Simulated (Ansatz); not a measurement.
Ta (bcc, W type)

Space group Im-3m (No. 229); a = b = c = 3.3051 Å, α = β = γ = 90.00°

| atom | site | symmetry | x | y | z |
|---|---|---|---|---|---|
| Ta | 2a | m-3m | 0.0000 | 0.0000 | 0.0000 |
(The calculation used a cell of 1 atom; values per cell refer to that cell.)

Two coordinates are scanned: the volume, and the ratio of the stretch along z (the conventional c axis) to the stretch across it. Atoms keep their fractional coordinates.

Method: r2SCAN (plane waves to 500 eV, PAW, scalar-relativistic; Ansatz, a quantum-chemistry and plane-wave program). k mesh 20×20×20 (Γ-centred), Fermi-Dirac smearing 0.05 eV. Stress and pressure are positive under compression. With partly filled bands, the response to shear is sensitive to the k mesh, so small differences along c/a are uncertain. Spin-orbit coupling is left out, though Ta is heavy. Ta is run without spin polarisation. Ta was relaxed with its symmetry unable to fall. The PAW data are Ansatz's earlier set. The last digit holds for this mesh only.

Changes of σxx (GPa) from the point V/V₀ = 1.000, (c/a)/(c/a)₀ = 1.000 when one coordinate moves alone (two changes are said to add if the coupling is within 5 % of the smaller one, nearly so within 20 %):

| point | change |
|---|---|
| V/V₀ = 1.000, (c/a)/(c/a)₀ = 0.960 | -1.25 |
| V/V₀ = 1.000, (c/a)/(c/a)₀ = 0.973 | -0.92 |
| V/V₀ = 1.000, (c/a)/(c/a)₀ = 0.987 | -0.51 |
| V/V₀ = 0.960, (c/a)/(c/a)₀ = 1.000 | 9.02 |
| V/V₀ = 0.973, (c/a)/(c/a)₀ = 1.000 | 5.82 |
| V/V₀ = 0.987, (c/a)/(c/a)₀ = 1.000 | 2.82 |
| V/V₀ = 1.013, (c/a)/(c/a)₀ = 1.000 | -2.63 |
| V/V₀ = 1.027, (c/a)/(c/a)₀ = 1.000 | -5.10 |
| V/V₀ = 1.040, (c/a)/(c/a)₀ = 1.000 | -7.41 |
| V/V₀ = 1.000, (c/a)/(c/a)₀ = 1.013 | 0.56 |
| V/V₀ = 1.000, (c/a)/(c/a)₀ = 1.027 | 1.15 |
| V/V₀ = 1.000, (c/a)/(c/a)₀ = 1.040 | 1.68 |

Do the two effects add at V/V₀ = 0.973, (c/a)/(c/a)₀ = 0.960? Give the computed change.

The sum of the single changes is 5.82 + (-1.25) = 4.57; the calculation gives 4.34, so the coupling contributes -0.23 (under 20 % of the smaller single change, nearly additive).

(Under strain, the slope of the energy per volume gives the stress and its curvature an elastic modulus.)
